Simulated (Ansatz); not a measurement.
Al3GaN4: random displacements

Level of theory: DFT PBEsol, scalar-relativistic, plane waves, PAW (Ansatz). Cutoff 420 eV, Γ-centred 6×6×6 k-points, Gaussian smearing of 0.05 eV. No spin polarisation. Energies are free energies at this smearing, counted from the undisturbed cell; pressure is positive in compression.

The starting cell (as given, not relaxed at this level, and it needn't be the usual structure):

```yaml
crystal:
  lattice:
    - [4.40144, 0.00000, 0.00000]
    - [0.00000, 4.40144, 0.00000]
    - [0.00000, 0.00000, 4.40144]
  atoms:
    - { symbol: Al, position: [0.50000, 0.50000, 0.00000] }
    - { symbol: Al, position: [0.50000, 0.00000, 0.50000] }
    - { symbol: Al, position: [0.00000, 0.50000, 0.50000] }
    - { symbol: Ga, position: [0.00000, 0.00000, 0.00000] }
    - { symbol: N, position: [0.74416, 0.74416, 0.25584] }
    - { symbol: N, position: [0.74416, 0.25584, 0.74416] }
    - { symbol: N, position: [0.25584, 0.74416, 0.74416] }
    - { symbol: N, position: [0.25584, 0.25584, 0.25584] }
```

The atoms are displaced (Å, in the unstrained cell):

| atom | ux | uy | uz |
| --- | --- | --- | --- |
| Al1 | -0.011 | -0.032 | 0.002 |
| Al2 | -0.032 | -0.020 | -0.075 |
| Al3 | 0.043 | -0.028 | 0.013 |
| Ga4 | -0.005 | -0.096 | 0.105 |
| N5 | -0.010 | -0.001 | -0.017 |
| N6 | 0.003 | 0.052 | -0.064 |
| N7 | 0.009 | 0.100 | -0.012 |
| N8 | 0.004 | 0.025 | 0.049 |

Strain (Voigt, engineering shear): (-0.0008, -0.0150, 0.0059, -0.0113, -0.0214, 0.0146).

(1) What are the energy change, the stress and the forces?

## Answers

(1) ΔE = 68.2 meV/atom; stress (xx, yy, zz, yz, xz, xy; compression positive) (4.73, 5.07, 2.20, 1.35, -0.74, -2.40) GPa; gap on the mesh 2.30 eV.
```tsv
atom	Fx (eV/Å)	Fy	Fz
Al1	0.19	0.21	-0.92
Al2	1.22	0.48	1.85
Al3	-0.98	0.98	0.75
Ga4	-0.03	1.83	-1.96
N5	-0.01	-0.81	0.41
N6	-0.06	-1.15	1.13
N7	-0.21	-1.37	0.52
N8	-0.13	-0.17	-1.78
```

Cost: 1 run of about 0.44 core-minutes, on Arm Neoverse V1 (shared hosts).